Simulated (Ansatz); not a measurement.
Re:
```cif
data_Re3
_chemical_formula_sum 'Re3'
_space_group_name_H-M_alt 'P 1'
_space_group_IT_number 1
_cell_length_a 6.84419
_cell_length_b 6.84419
_cell_length_c 6.84419
_cell_angle_alpha 23.203
_cell_angle_beta 23.203
_cell_angle_gamma 23.203
loop_
_space_group_symop_operation_xyz
  'x, y, z'
loop_
_atom_site_label
_atom_site_type_symbol
_atom_site_fract_x
_atom_site_fract_y
_atom_site_fract_z
_atom_site_occupancy
Re1 Re 0.00000 0.00000 0.00000 1
Re2 Re 0.22222 0.22222 0.22222 1
Re3 Re 0.77778 0.77778 0.77778 1
```

Relaxed with PBEsol.

Q: Which orbitals make up the states near the Fermi level in plane-wave PAW PBEsol (Ansatz code)?

A: Within 0.5 eV of the Fermi level: Re 5d 89 %, outside the projected shells 6 %. Projections are on Löwdin-orthogonalised atomic valence shells; empty p or d shells of many metals are not among them.

Q: Tabulate the density of states.

A: States/eV per cell of 3 atoms, in 0.25 eV bins, energy from the Fermi level.

```csv
E (eV),total,Re 5d,Re 6s,Re 5p
-7.85,0.33,0.03,0.28,0.01
-7.60,0.38,0.04,0.31,0.01
-7.35,0.45,0.07,0.35,0.01
-7.10,0.55,0.11,0.41,0.02
-6.85,0.79,0.26,0.49,0.02
-6.60,1.98,1.19,0.72,0.03
-6.35,2.09,1.35,0.68,0.03
-6.10,2.33,1.65,0.63,0.03
-5.85,2.76,2.11,0.60,0.03
-5.60,2.84,2.28,0.51,0.03
-5.35,2.98,2.53,0.40,0.03
-5.10,2.75,2.43,0.28,0.03
-4.85,2.91,2.62,0.24,0.04
-4.60,2.81,2.56,0.19,0.04
-4.35,2.50,2.31,0.12,0.04
-4.10,2.30,2.14,0.10,0.03
-3.85,2.71,2.52,0.12,0.04
-3.60,2.65,2.44,0.12,0.04
-3.35,3.19,2.92,0.17,0.04
-3.10,3.22,2.96,0.15,0.04
-2.85,2.42,2.21,0.12,0.03
-2.60,3.13,2.86,0.15,0.03
-2.35,3.29,3.02,0.15,0.03
-2.10,4.03,3.67,0.20,0.04
-1.85,3.90,3.52,0.22,0.03
-1.60,3.76,3.35,0.25,0.03
-1.35,3.71,3.34,0.22,0.03
-1.10,4.14,3.78,0.21,0.02
-0.85,4.00,3.59,0.23,0.03
-0.60,2.51,2.18,0.16,0.02
-0.35,2.70,2.37,0.14,0.02
-0.10,2.69,2.39,0.12,0.01
0.15,2.36,2.10,0.10,0.01
0.40,2.38,2.15,0.09,0.01
0.65,2.05,1.86,0.07,0.01
0.90,1.80,1.61,0.06,0.00
1.15,1.77,1.62,0.05,0.00
1.40,1.46,1.34,0.04,0.00
1.65,1.99,1.88,0.05,0.00
1.90,2.28,2.17,0.06,0.00
2.15,2.06,1.95,0.06,0.00
2.40,2.07,1.96,0.07,0.00
2.65,2.29,2.16,0.08,0.00
2.90,2.53,2.39,0.08,0.00
3.15,2.67,2.52,0.09,0.00
3.40,2.93,2.76,0.10,0.00
3.65,3.32,3.14,0.11,0.00
3.90,3.61,3.39,0.14,0.00
4.15,3.65,3.39,0.18,0.00
4.40,2.84,2.58,0.18,0.00
4.65,1.07,0.78,0.19,0.00
```

Space group R-3m (9R (Sm type)). The workflow started from a Materials Project entry (that database holds measured and hypothetical structures alike); the Crystallography Open Database copy checked does not list it. It is not the phase usual at ambient conditions (space group No. 194). The PBEsol relaxation kept the symmetry of its start; of distortions, only those at the zone centre were tested. The run is not spin-polarised. Spin–orbit coupling is left out wherever it is not named.

Potentials: the later of the program's two PAW sets.
